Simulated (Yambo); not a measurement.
Yambo run on Y₂CI₂ (space group P-3m1, No. 164). The wavefunctions are PBEsol (pw.x of Quantum ESPRESSO, ONCV potentials, without SOC) ones on a 3×3×1 mesh (20 occupied bands); a = 3.8297 Å, b = 3.8297 Å, c = 10.3698 Å, α = 90.00°, β = 90.00°, γ = 120.00°.

Yambo input:

```
rim_cut
gw0
dyson
el_el_corr
HF_and_locXC
ppa
em1d
RandQpts= 1000000
RandGvec= 1 Ry
EXXRLvcs= 82 Ry
VXCRLvcs= 328 Ry
Chimod= "HARTREE"
% BndsRnXp
 3 | 260 |
%
NGsBlkXp= 8 Ry
% LongDrXp
 1.0 | 1.0 | 1.0 |
%
PPAPntXp= 27.2114 eV
% GbndRnge
 1 | 260 |
%
GTermKind= "none"
DysSolver= "n"
ExtendOut
% QPkrange
 1 | 1 | 20 | 20 |
 2 | 2 | 20 | 21 |
%
```

k points by index: 1 = Γ, 2 = (0, 0.333, 0).

The o-*.qp file then holds:

```
#    K-point    Band    Eo [eV]    E [eV]    E-Eo [eV]    Vxc [eV]    Vnlxc [eV]    Sc|Eo [eV]    Sc|E [eV]    dSc/dw|Eo [eV]    Re(Z)    Im(Z)
#
    1    20    0.000000    -0.418794    -0.418794    -12.57080    -14.77150    1.667212    1.781902    -7.450297    0.785054    -0.001464
    2    20    -0.486513    -0.693914    -0.207401    -12.99645    -15.10613    1.840502    1.902280    -8.100978    0.770587    -0.001770
    2    21    0.729282    1.152288    0.423006    -11.01184    -6.423808    -4.058185    -4.165030    -6.871115    0.798395    -0.001454
```
(The two width columns are left out.) Convergence of these settings isn't established.

Geometry relaxed with PBE+D3(BJ).

The structure is a Materials Project entry; no match was found in the copy of COD used, and its stability was not checked.
